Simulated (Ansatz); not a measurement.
Here is the system:

TaNi₃:
```cif
data_Ni6Ta2
_chemical_formula_sum 'Ta2 Ni6'
_space_group_name_H-M_alt 'I4/mmm'
_space_group_IT_number 139
_space_group_name_Hall '-I 4 2'
_cell_length_a 3.58906
_cell_length_b 3.58906
_cell_length_c 7.39208
_cell_angle_alpha 90.000
_cell_angle_beta 90.000
_cell_angle_gamma 90.000
loop_
_atom_site_label
_atom_site_type_symbol
_atom_site_symmetry_multiplicity
_atom_site_Wyckoff_symbol
_atom_site_fract_x
_atom_site_fract_y
_atom_site_fract_z
_atom_site_occupancy
Ta1 Ta 2 a 0.00000 0.00000 0.00000 1
Ni1 Ni 2 b 0.00000 0.00000 0.50000 1
Ni2 Ni 4 d 0.00000 0.50000 0.25000 1
```
(The calculation used a cell of 4 atoms; values per cell refer to that cell.)

This is the PBEsol-relaxed structure.

All from the program Ansatz at the PBEsol level (PAW), unless another level is named. Give the formation energy from the elements (no fitted shifts).

-0.39 eV/atom.

And the density of states at the Fermi level?

0.38 states/eV per atom (mean over ±0.08 eV).

The workflow started from a Materials Project entry (that database holds measured and hypothetical structures alike); the Crystallography Open Database files this formula in space group No. 139, but the cells were not matched. Its standing as an ambient phase is unchecked. The PBEsol relaxation kept the symmetry of its start; its stability against distortions is not shown here. The run is not spin-polarised. The program gave a warning on the electronic state, which may not be the lowest. The references are the lowest solids computed at this level, not always the standard phases. Spin–orbit coupling is left out wherever it is not named.

Potentials: the later of the program's two PAW sets.
